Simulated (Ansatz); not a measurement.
# Magnetic orders of WF$_{2}$

Computed with DFT PBEsol, scalar-relativistic, plane waves, PAW (Ansatz).

```yaml
crystal:
  lattice:
    - [5.43824, 0.00000, 0.00000]
    - [0.00000, 5.43824, 0.00000]
    - [0.00000, 0.00000, 2.63337]
  atoms:
    - { symbol: W, position: [0.00000, 0.00000, 0.00000] }
    - { symbol: W, position: [0.50000, 0.50000, 0.50000] }
    - { symbol: F, position: [0.27838, 0.27838, 0.00000] }
    - { symbol: F, position: [0.72162, 0.72162, 0.00000] }
    - { symbol: F, position: [0.77838, 0.22162, 0.50000] }
    - { symbol: F, position: [0.22162, 0.77838, 0.50000] }
```

- plane-wave cutoff: 420 eV
- Γ-centred k-mesh: 8×8×14
- occupation rule: Gaussian smearing, 0.1 eV
- list of starting moments (μB, in atom order): 2.5 2.5 0 0 0 0
- check for lower electronic states after the SCF: off

Each order was relaxed in cell and atoms. Signs run over the atoms with starting moments. Spin–orbit coupling is left out, which for heavy magnetic ions can matter as much as these differences. Site moments are spin moments in atom-centred spheres that scale with the neighbour distance. The states are those that the runs reached from these starts; a lower one can exist.

Q: Starts tried: no spin; large parallel starting moments; antiferromagnetic in the cell, signs +-. Which state comes out lowest, and what are the moments?

A: The lowest state is ferromagnetic, reached from the start “large parallel starting moments”, with site moments (μB) W +0.51 (×2).

| start | ends | energy above lowest (meV/atom) | site moments (μB) | gap on mesh (eV) | volume (Å³/atom) |
| --- | --- | --- | --- | --- | --- |
| no spin | non-magnetic | 6.46 | none over 0.05 | metal | 12.98 |
| large parallel starting moments | ferromagnetic | 0.00 | W +0.51 (×2) | metal | 13.27 |
| antiferromagnetic in the cell, signs +- | antiferromagnetic | 4.15 | W +0.23, W -0.23 | metal | 13.03 |

Cost: 3 runs of about 11 core-minutes in all, on Intel Xeon Platinum 8375C (Ice Lake) (shared hosts).